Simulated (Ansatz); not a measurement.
A trial cell of AlO4 went into the relaxation workflow.

A trial structure of AlO4 was built thus: random cell by space group and Wyckoff sites (F-43m, No. 216). Its size is a rough estimate.

```
Al O
1.0
     0.00000    3.94915    3.94915
     3.94915    0.00000    3.94915
     3.94915    3.94915    0.00000
Al O
2 8
Direct
  0.50000 0.50000 0.50000
  0.25000 0.25000 0.25000
  0.41742 0.08258 0.08258
  0.08258 0.41742 0.41742
  0.08258 0.41742 0.08258
  0.41742 0.08258 0.41742
  0.08258 0.08258 0.41742
  0.41742 0.41742 0.08258
  0.00000 0.00000 0.00000
  0.75000 0.75000 0.75000
```

The calculation used Ansatz, DFT PBE, scalar-relativistic, plane waves, PAW.

Input of a coarse relaxation:

```yaml
crystal:
  lattice:
    - [0.0, 3.9491525, 3.9491525]
    - [3.9491525, 0.0, 3.9491525]
    - [3.9491525, 3.9491525, 0.0]
  atoms:
    - { symbol: Al, position: [0.5, 0.5, 0.5] }
    - { symbol: Al, position: [0.25, 0.25, 0.25] }
    - { symbol: O, position: [0.41742453, 0.08257547, 0.08257547] }
    - { symbol: O, position: [0.08257547, 0.41742453, 0.41742453] }
    - { symbol: O, position: [0.08257547, 0.41742453, 0.08257547] }
    - { symbol: O, position: [0.41742453, 0.08257547, 0.41742453] }
    - { symbol: O, position: [0.08257547, 0.08257547, 0.41742453] }
    - { symbol: O, position: [0.41742453, 0.41742453, 0.08257547] }
    - { symbol: O, position: [0.0, 0.0, 0.0] }
    - { symbol: O, position: [0.75, 0.75, 0.75] }
basis:
  ecutwfc: 420
kpoints:
  mp_grid: { grid: [4, 4, 4] }
hamiltonian:
  xc: pbe
scf:
  occupations: { method: gaussian, width: 0.1 }
  lower_state_search: "off"
output:
  forces: true
  stress: true
  eigenvalues: true
relax:
  adjacent_minimum: "off"
  f_tol: 0.04
  max_steps: 70
  cell: { stress_tol: 0.4 }
```

```bash
ansatz run input.yaml --threads 1 --pin off --max-ram 2560MiB --backend cpu --events-out ev --progress --plain --runs-dir out
```

Last lines of the log:

```
Initial wavefunctions: pseudopotential atomic-orbital guess
Functional: x = pbe(κ = 0.804, μ = 0.21951497), c = pbe(β = 0.06672455)
SCF iter   1: F=—  HF=-5553.465941 eV  |F-HF|=—  |Δ(HF+E_count)|=         —  Δρ=1.12e-1  dr2=2.50e1  ethr=1.77e-3  ⟨swp⟩=7.5  Hψ=1473  notcnv=0
SCF iter   2: F=—  HF=-5569.248344 eV  |F-HF|=—  |Δ(HF+E_count)|=    1.58e1  Δρ=2.86e-1  dr2=1.58e2  ethr=1.77e-3  ⟨swp⟩=4.0  Hψ=733  notcnv=0  defer=8  recentre
SCF iter   3: F=—  HF=-5551.862728 eV  |F-HF|=—  |Δ(HF+E_count)|=    1.74e1  Δρ=3.12e-2  dr2=2.21e0  ethr=1.77e-3  ⟨swp⟩=3.2  Hψ=722  notcnv=0  defer=8
SCF iter   4: F=—  HF=-5551.715483 eV  |F-HF|=—  |Δ(HF+E_count)|=   1.47e-1  Δρ=1.76e-2  dr2=6.04e-1  ethr=1.77e-3  ⟨swp⟩=2.0  Hψ=419  notcnv=0  defer=8
SCF iter   5: F=—  HF=-5551.735351 eV  |F-HF|=—  |Δ(HF+E_count)|=   1.99e-2  Δρ=3.41e-2  dr2=2.30e0  ethr=1.12e-3  ⟨swp⟩=1.6  Hψ=306  notcnv=0  defer=8  recentre
SCF iter   6: F=—  HF=-5551.738052 eV  |F-HF|=—  |Δ(HF+E_count)|=   2.70e-3  Δρ=3.39e-2  dr2=2.35e0  ethr=1.12e-3  ⟨swp⟩=1.6  Hψ=307  notcnv=0  defer=8
SCF iter   7: F=—  HF=-5551.717422 eV  |F-HF|=—  |Δ(HF+E_count)|=   2.06e-2  Δρ=1.81e-2  dr2=6.71e-1  ethr=1.12e-3  ⟨swp⟩=1.5  Hψ=363  notcnv=0  defer=8
SCF iter   8: F=—  HF=-5551.709771 eV  |F-HF|=—  |Δ(HF+E_count)|=   7.65e-3  Δρ=1.07e-3  dr2=2.33e-3  ethr=1.12e-3  ⟨swp⟩=1.5  Hψ=300  notcnv=0  defer=8
SCF iter   9: F=—  HF=-5551.708366 eV  |F-HF|=—  |Δ(HF+E_count)|=   1.40e-3  Δρ=6.96e-4  dr2=1.03e-3  ethr=4.31e-6  ⟨swp⟩=2.0  Hψ=435  notcnv=0  defer=8
SCF iter  10: F=—  HF=-5551.708358 eV  |F-HF|=—  |Δ(HF+E_count)|=   7.92e-6  Δρ=3.18e-4  dr2=2.12e-4  ethr=1.91e-6  ⟨swp⟩=1.1  Hψ=289  notcnv=0  defer=8
SCF iter  11: F=—  HF=-5551.708357 eV  |F-HF|=—  |Δ(HF+E_count)|=   1.62e-6  Δρ=1.20e-5  dr2=2.73e-7  ethr=3.93e-7  ⟨swp⟩=1.4  Hψ=306  notcnv=0  defer=8
SCF iter  12: F=—  HF=-5551.708330 eV  |F-HF|=—  |Δ(HF+E_count)|=   2.62e-5  Δρ=1.50e-5  dr2=4.37e-7  ethr=1.85e-10  ⟨swp⟩=11.6  Hψ=1361  notcnv=0
SCF iter  13: F=-5551.708330 eV  HF=-5551.708330 eV  |F-HF|=2.04e-9  |Δ(HF+E_count)|=   1.29e-8  Δρ=1.55e-6  dr2=2.86e-9  ethr=1.85e-10  ⟨swp⟩=3.0  Hψ=919  notcnv=0
Error: refused after 13 iterations: one_centre_occupation = 2.54e0 (threshold 2.00e0); read on the Al atom at site 1 (counted from 0), in its partial waves of l = 2. The loop had accepted its state. The figure is how many electrons the atom's PAW partial-wave expansion lays in one spin orbital insid
```

Q: How did the run end?

A: The SCF loop converged, but the program refused the state. The PAW expansion on Al put 2.54 electrons into one spin orbital, where the Pauli principle allows one. The run has most likely filled a ghost state of the dataset, or the PAW spheres overlap too strongly; at the start of this run the shortest distance is 1.32 Å. No property of the compound can be read from it.

It took 3.9 s on 1 thread of Intel(R) Xeon(R) Processor @ 2.70GHz, with other jobs on the host, peak memory 0.34 GiB.
